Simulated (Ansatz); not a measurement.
Each is relaxed and computed with the program Ansatz at the r²SCAN level (PAW). Which is the only metal?
A) SiO2, P3_221 (Si on 3a, O on 6c)
B) SiGe, R-3m (Ge on 3a, Si on 3b)
C) SiC, Pm-3n (Si on 6c, C on 6d)
D) SiB3, Imma (Pearson symbol oI64)

B, SiGe, R-3m (Ge on 3a, Si on 3b). SiGe: metal; SiO2: gap 6.60 eV (indirect); SiB3: gap 1.54 eV (indirect); SiC: gap 2.10 eV (indirect). Typed or built starts, not in the databases checked: SiGe, R-3m (Ge on 3a, Si on 3b); SiC, Pm-3n (Si on 6c, C on 6d). Not the usual ambient phase: SiC, Pm-3n (Si on 6c, C on 6d). Standing as an ambient phase not checked: SiB3, Imma (Pearson symbol oI64). All cells were relaxed under the symmetry of their starts (and spin orders); stability against distortions was not tested throughout. Spin–orbit coupling is left out wherever it is not named.

Potentials: the later of the program's two PAW sets.
